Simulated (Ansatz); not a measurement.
A trial structure of Ca3O2 was built thus: 6-connected net, two elements spread over the vertices (Pm, No. 6). Lengths were set from tabulated atomic sizes, so they are only a guess.

```cif
data_structure
_symmetry_space_group_name_H-M 'P 1'
_symmetry_Int_Tables_number 1
_cell_length_a 4.7073
_cell_length_b 2.4269
_cell_length_c 6.4587
_cell_angle_alpha 90.000
_cell_angle_beta 90.000
_cell_angle_gamma 90.000
_cell_volume 73.79
loop_
_atom_site_label
_atom_site_type_symbol
_atom_site_fract_x
_atom_site_fract_y
_atom_site_fract_z
_atom_site_occupancy
Ca1 Ca 0.75384 0.50000 0.31611 1
Ca2 Ca 0.75384 0.50000 0.68389 1
Ca3 Ca 0.24616 0.50000 0.68389 1
O1 O 0.24616 0.50000 0.31611 1
O2 O 0.50000 0.50000 0.00000 1
```

Theory: Ansatz 0.2.0, DFT PBE, scalar-relativistic, plane waves, PAW. Cutoff 420 eV, Gaussian smearing, Γ-centred meshes. Cell and atoms relax first on a coarse mesh and then on a finer one. In between, the cell is made exact in the group found at 0.06 Å. In metals the finer mesh still leaves noise of several meV/atom or more. The steps can't lower the symmetry of their start. No spin polarisation in the relaxation; trial moments died out in a coarse test.

A guess keeps its type if space group and coordination stay and the shape of the cell changes little (axis ratios within about 15 %, angles within 6°); the volume may change.

Problem. Does it keep its structure type, or change into something else?

Solution. It doesn't keep its type. The symmetry goes from Pm (No. 6) to Cmmm (No. 65). The volume per atom grows by 79.2 %, from 14.8 to 26.4 Å³. The shortest distance goes from 2.32 Å (Ca–O and Ca–Ca) to 2.23 Å (Ca–O). Counting neighbours within 15 % of an atom's shortest distance, the start has Ca 6, O 6 and the end Ca 2/3, O 4. In detail, at the end around Ca on a site of symmetry m2m lie 3 O at 2.23–2.30 Å; Ca on a site of symmetry mmm is surrounded by 2 O at 2.26 Å; O is surrounded by 4 Ca at 2.23–2.30 Å.

Space group Cmmm (No. 65). a = 4.601 Å, b = 13.759 Å, c = 4.178 Å, α = 90.00°, β = 90.00°, γ = 90.00°
| atom | site | symmetry | x | y | z |
| --- | --- | --- | --- | --- | --- |
| Ca | 4j | m2m | 0.5000 | 0.1730 | 0.5000 |
| Ca | 2d | mmm | 0.0000 | 0.0000 | 0.5000 |
| O | 4j | m2m | 0.0000 | 0.1646 | 0.5000 |

Formation energies are uncorrected and refer to the elements' standard structures at the same level (O₂ as a molecule).

Problem. At what energy does it end?

Solution. −1.94 eV/atom. Whether it is stable depends on the other phases of the system, which aren't compared here.

The last run used a 10×10×10 mesh for its 5-atom cell and Gaussian smearing of 0.10 eV. A structure relaxed within its symmetry needn't be a true minimum.

In counts of neighbours, a slash parts the counts of unlike sites.
